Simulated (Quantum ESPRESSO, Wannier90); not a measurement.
## TiB2 (P6/mmm): Wannier90 run

```
begin unit_cell_cart
ang
    3.0259298917    0.0000000000    0.0000000000
   -1.5129649459    2.6205321563    0.0000000000
    0.0000000000    0.0000000000    3.2287700000
end unit_cell_cart
begin atoms_frac
Ti   0.0000000000  0.0000000000  0.0000000000
B    0.3333333333 -0.3333333333  0.5000000000
B   -0.3333333333  0.3333333333  0.5000000000
end atoms_frac
```

Structure: Materials Project mp-1145, symmetrised, not relaxed again. COD (Crystallography Open Database) has an entry of this formula and space group (matched by these alone). Method: LDA plane waves in Quantum ESPRESSO 7.5 (PseudoDojo norm-conserving files, 68 Ry, no spin polarisation, no spin-orbit coupling), Bloch states on a 12×12×10 mesh through Γ, Wannier90 4.0.1. Density: 12×12×10 mesh, cold smearing 0.01 Ry.

A tight-binding model is made by disentanglement and projection with no localisation steps (num_iter = 0), so the 17 orbitals stay atom-like: hydrogen-like Ti: s;p;d; B: s;p, axes along x, y, z; frozen window up to 1.50 eV relative to the Fermi level. It follows pw.x to 1.0 meV rms for states up to 1.0 eV relative to the Fermi level. Matrix elements depend on this choice of orbitals and windows.

### Question
What are the on-site energies relative to the Fermi level, and how fast do the hoppings decay?

### Answer
| atom | orbitals | energy (eV) |
|---|---|---|
| Ti1 | s | 9.82 |
| Ti1 | pz | 15.75 |
| Ti1 | px py | 14.67 |
| Ti1 | dz2 | 1.02 |
| Ti1 | dxz dyz | 1.54 |
| Ti1 | dx2-y2 dxy | 1.39 |
| B2 | s | 2.33 |
| B2 | pz | 4.23 |
| B2 | px py | 5.47 |
| B3 | s | 2.33 |
| B3 | pz | 4.24 |
| B3 | px py | 5.47 |

```tsv
distance of the centres (Å)	largest modulus (eV)
1–2	5.3
2–3	1.7
3–4	1.9
4–5	0.40
5–6	0.29
6–7	0.074
7–8	0.016
8–9	0.014
9–10	0.0062
10–11	0.0041
11–12	0.0020
12–13	0.0026
```
